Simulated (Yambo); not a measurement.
G0W0@PBEsol for CaS (rock salt, space group Fm-3m, No. 225) in Yambo (4×4×4 mesh, 10 Ry block, plasmon pole, screening fixed), without a terminator:

| bands N in G | gap Γ → X (eV) | shift of the valence edge (eV) |
|---|---|---|
| 36 | 4.022 | -0.674 |
| 64 | 4.095 | -0.956 |
| 103 | 4.133 | -1.089 |

Extrapolate both columns to infinite N with E(N) = E∞ + A/N, test the form, and compare with the terminator.

From two points, E∞ = (N2 E2 − N1 E1)/(N2 − N1). The two largest N give 4.20 eV for the gap and -1.31 eV for the shift; the two smallest give 4.19 eV and -1.32 eV. For the gap the slopes A are -6.0 and -6.4 eV: the 1/N form holds. For the shift the slopes A are 23 and 22 eV: the 1/N form holds. With the Bruneval-Gonze terminator and 103 bands the run gives 4.13 eV and -1.18 eV, 0.06 eV and 0.13 eV from the extrapolated values: the terminator too is an estimate of the remainder. Block, mesh and the bands in W are held fixed.

Geometry relaxed with PBEsol; primitive cell a = b = c = 3.982 Å, α = β = γ = 60.00°.

A shift is the quasiparticle energy of the state minus its PBEsol energy.
